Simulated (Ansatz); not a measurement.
LiCl (rock salt, Fm-3m), DFT-PBEsol in the program Ansatz with PAW potentials. The conduction-band minimum lies at Γ, with 1 equivalent valley. Second derivatives d²E/dk² of the lowest band at one valley (eV·Å²), along Cartesian directions:

```
direction  d²E/dk²
---------  -------
[100]        16.54
[010]        16.54
[001]        16.54
[110]        16.53
[101]        16.53
[011]        16.53
```

Q: Find the principal effective masses, the density-of-states mass and the conductivity mass.

A: Off-diagonal terms follow from H_xy = H[110] − (H_xx + H_yy)/2, and m*/mₑ = 7.620 eV·Å² over each eigenvalue: 0.46, 0.46, 0.46. One valley's DOS mass (m₁m₂m₃)^(1/3) = 0.46, conductivity mass 3/(Σ 1/mᵢ) = 0.46 mₑ.

Q: What effective density of states Nc follows at 300 K for parabolic valleys?

A: Nc = 2.509e19 × 1 × (0.46)^(3/2) ≈ 7.8e18 cm⁻³.

Symmetry was held in the PBEsol relaxation.

Potentials: the later of the program's two PAW sets.

Edges and masses are those of Kohn–Sham bands, whose gap is no quasiparticle gap.
